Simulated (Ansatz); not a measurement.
## Elastic constants of Na₃SBr at 2.0 GPa (stress–strain coefficients): input and output

Theory: DFT LDA, scalar-relativistic, plane waves, PAW (Ansatz 0.2.0).

Launched with:
```bash
ansatz run input.yaml --threads 1 --pin off --max-ram 1228MiB --backend cpu --events-out ev --progress --plain --runs-dir out
```

Input (bare energies are in eV):
```yaml
crystal:
  lattice:
    - [4.9736, 0.0, 0.0]
    - [0.0, 4.9736, 0.0]
    - [0.0, 0.0, 4.9736]
  atoms:
    - { symbol: Br, position: [0.0, 0.0, 0.0] }
    - { symbol: S, position: [0.5, 0.5, 0.5] }
    - { symbol: Na, position: [0.5, 0.5, 0.0] }
    - { symbol: Na, position: [0.5, 0.0, 0.5] }
    - { symbol: Na, position: [0.0, 0.5, 0.5] }
basis:
  ecutwfc: 420
kpoints:
  mp_grid: { grid: [6, 6, 6] }
hamiltonian:
  xc: lda
scf:
  occupations: { method: fixed }
output:
  forces: true
  stress: true
  eigenvalues: true
elastic:
  mode: relaxed_ion
  stencil: two_point
```

From the output:
```
--- Elastic constants: 2 strain directions × 2 members + reference (group order 48) ---
  dense FFT box of the reference and of every strained cell: 36×36×36
  strains applied: 11, 23; error gains: componentwise 1.00 (the most a stress slope's error grows in a printed constant), spectral 1.73 (1 for all six strains in a standard setting)
  C = ∂σ_k/∂η_j (tension-positive GPa; Voigt order 11 22 33 23 13 12):
        78.391      8.956      8.956     -0.000     -0.000     -0.000
         8.956     78.391      8.956     -0.000     -0.000     -0.000
         8.956      8.956     78.391     -0.000     -0.000     -0.000
        -0.000     -0.000     -0.000      6.890      0.000      0.000
        -0.000     -0.000      0.000      0.000      6.890      0.000
         0.000      0.000     -0.000      0.000      0.000      6.890
  reference stress σ⁰ (GPa):     -2.043     -2.043     -2.043      0.000     -0.000     -0.000
  C* (energy form; C + prestress term) asymmetry max|C*_kj − C*_jk| = 6.217e-15 GPa — a small one proves nothing (zero by symmetry where the batch's group is 432, −43m or m−3m); a large one is finite-difference/SCF noise where every solve ...
  moduli (Voigt/Reuss/Hill, GPa): K = 32.10/32.10/32.10   G = 18.02/10.14/14.08   E = 36.85   ν = 0.309
  mechanically stable: yes (min eigenvalue of sym C = 6.89 GPa)
  strain η (Voigt 11):  stress-route row diagonal C_11 = 78.39 GPa, energy-path curvature d²(F+E_count+ΔE)/dδ²/Ω₀ = 78.24 GPa
         δ    σ_11 (GPa) F (eV) n_scf n_hpsi n_pw
    -2.000e-3      -2.2011       -7968.9181750       9   17967   2440   relax 0 steps, max|allowed force component| 2.24e-28 eV/Å
     2.000e-3      -1.8876       -7968.9244490       6   14711   2469   relax 0 steps, max|allowed force component| 6.78e-30 eV/Å
  strain η (Voigt 23):  stress-route row diagonal C_44 = 6.89 GPa, energy-path curvature d²(F+E_count+ΔE)/dδ²/Ω₀ = 7.81 GPa
         δ    σ_23 (GPa) F (eV) n_scf n_hpsi n_pw
    -2.000e-3      -0.0138       -7968.9214216       7   20155   2461   relax 0 steps, max|allowed force component| 3.91e-29 eV/Å
     2.000e-3       0.0138       -7968.9214216       4   13345   2461   relax 0 steps, max|allowed force component| 3.79e-30 eV/Å
```

Time: 57 s on 1 thread of Arm Neoverse N1 (shared host), peak memory 0.42 GiB.

The cell is the ideal cubic antiperovskite prototype; whether it is the stable structure of this composition wasn't checked.